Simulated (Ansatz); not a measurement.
# Al: stationary points along a deformation path

Theory: DFT LDA, scalar-relativistic, plane waves, PAW (Ansatz). The runs took a 420 eV cutoff, a Γ-centred 24×24×24 mesh and Gaussian smearing (0.15 eV). No spin polarisation. Energies are free energies at this smearing, counted from the undisturbed cell; pressure is positive in compression.

The undisturbed cell (as given, not relaxed at this level; it stands at 0.4 GPa; this bcc form isn't the usual structure):

```yaml
crystal:
  lattice:
    - [-1.59122, 1.59122, 1.59122]
    - [1.59122, -1.59122, 1.59122]
    - [1.59122, 1.59122, -1.59122]
  atoms:
    - { symbol: Al, position: [0.00000, 0.00000, 0.00000] }
```

At fixed volume and fractional coordinates, lengths along (0.000, 0.000, 1.000) are scaled against those across it; ρ is that ratio over its starting value. V = 16.116 Å³/atom. Δσ is the stress along the axis less the mean stress across it (compression positive).

| ρ | ΔE (meV/atom) | Δσ (GPa) | space group |
| --- | --- | --- | --- |
| 0.650 | 171.3 | 34.11 | I4/mmm |
| 0.707 | 33.9 | 15.45 | I4/mmm |
| 0.780 | -19.2 | 2.56 | I4/mmm |
| 0.850 | -19.8 | -1.67 | I4/mmm |
| 0.920 | -7.0 | -2.48 | I4/mmm |
| 1.000 | 0.0 | 0.00 | Im-3m |
| 1.100 | -13.4 | 4.48 | I4/mmm |
| 1.200 | -52.6 | 7.77 | I4/mmm |
| 1.300 | -86.4 | 4.29 | I4/mmm |
| 1.414 | -96.7 | 0.00 | Fm-3m |

Q: How does the stress give the slope of the energy, and where is the energy stationary?

A: Along the path d ln(length) is 2/3 d ln ρ on the axis and −1/3 d ln ρ across it, so dE/d ln ρ = −(2/3) V Δσ: the energy falls with ρ where Δσ is positive. Δσ vanishes or changes sign between ρ = 0.780 and 0.850, a minimum (near 0.82 by linear interpolation); at ρ = 1.000 (Im-3m), a maximum at 0.0 meV/atom; at ρ = 1.414 (Fm-3m, an end of the scan), at -96.7 meV/atom. Pairs of stationary points between two samples would go unseen, and could change a minimum read from distant neighbours into a maximum. At ρ = 1.000, 1.414 the cell is cubic, where symmetry alone makes the stress isotropic and the slope zero.

Q: Which shear constant sets the curvature at ρ = 1?

A: For a cubic crystal E/V = (2/3) C (ln ρ)² with C = C′ = (C11 − C12)/2, so Δσ = −2C ln ρ. The parabola of Δσ against ln ρ through ρ = 0.920, 1 and 1.100 gives C ≈ -18.9 GPa with the ions clamped, rough because the steps are large. It is negative, so the cubic cell is unstable to this shear.

Q: Integrate that slope from ρ = 1 to 0.780 by the trapezoid rule.

A: With V/N in Å³ and 1 eV/Å³ = 160.2 GPa the slopes at ρ = 1.000, 0.920, 0.850, 0.780 are 0, 167, 112, -171 meV/atom per unit of ln ρ. The steps add (-6.9) + (-11.0) + 2.6 = -15.4 meV/atom, against -19.2 from the energies; the trapezoid rule misses the curvature of the slope within each step.

Q: Is the start the lowest point of the path?

A: No: ρ = 1.414 lies 96.7 meV/atom lower, with no sampled rise above the start on the way. Volume and inner coordinates are held, so a relaxed structure there would lie lower still.

In a metal these slopes depend on the k mesh and the smearing.